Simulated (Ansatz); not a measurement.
**From the elastic tensor of FeB₂ at 6 GPa (stress–strain coefficients) to moduli and sound speeds**

These are results of DFT LDA, scalar-relativistic, plane waves, PAW (Ansatz 0.2.0), not measurements. Plane waves to 420 eV; Γ-centred k mesh 18×18×16; Gaussian smearing of 0.20 eV. No spin polarisation.

It takes space group P6/mmm (No. 191, hexagonal). The conventional cell has a = 3.021 Å, b = 3.021 Å, c = 2.535 Å, α = 90.00°, β = 90.00°, γ = 120.00°. Fe (site symmetry 6/mmm) is surrounded by 12 B at 2.16 Å. B (site symmetry -6m2) has 3 B at 1.74 Å as nearest neighbours.

In a metal, frequencies and elastic constants depend on the k mesh and the smearing, soft modes and shear constants most. Spin polarisation was left out, and a magnetic state may lie lower. Other phases may be more stable at this pressure.

Relaxed-ion constants (GPa, on the Cartesian axes of the calculation):
C11 = 659.4, C12 = 262.9, C13 = 273.4, C22 = 659.4, C23 = 273.4, C33 = 406.1, C44 = 166.4, C55 = 166.4, C66 = 198.3 GPa; the others vanish.

Density 6.417 g/cm³; 3 atoms in 20.04 Å³.

The values that follow are for a polycrystal of randomly turned grains, by Hill's mean where one number stands.

With S = C⁻¹: B_V = (C11+C22+C33+2(C12+C13+C23))/9, G_V = (C11+C22+C33−C12−C13−C23+3(C44+C55+C66))/15, 1/B_R = S11+S22+S33+2(S12+S13+S23), 15/G_R = 4(S11+S22+S33−S12−S13−S23)+3(S44+S55+S66); Hill is their mean. Then v_l = √((B+4G/3)/ρ), v_t = √(G/ρ), v_m = [(2/v_t³+1/v_l³)/3]^(−1/3) and Θ = (ħ/k_B)·v_m·(6π²n/V)^(1/3) for n atoms in the volume V; E = 9BG/(3B+G), ν = (3B−2G)/(2(3B+G)) and A^U = 5G_V/G_R + B_V/B_R − 6.

```
Bulk modulus, Voigt / Reuss / Hill          : 371.6 / 351.2 / 361.4 GPa
Shear modulus, Voigt / Reuss / Hill         : 167.2 / 156.2 / 161.7 GPa
Young's modulus                             : 422 GPa
Poisson ratio                               : 0.305
Pugh ratio B/G                              : 2.23
Universal anisotropy index                  : 0.41
Longitudinal and transverse sound speeds    : 9482 and 5020 m/s
Debye temperature from the mean sound speed : 887 K
```

Cost: 1 run of about 8.7 core-minutes, on Arm Neoverse N1 (shared hosts).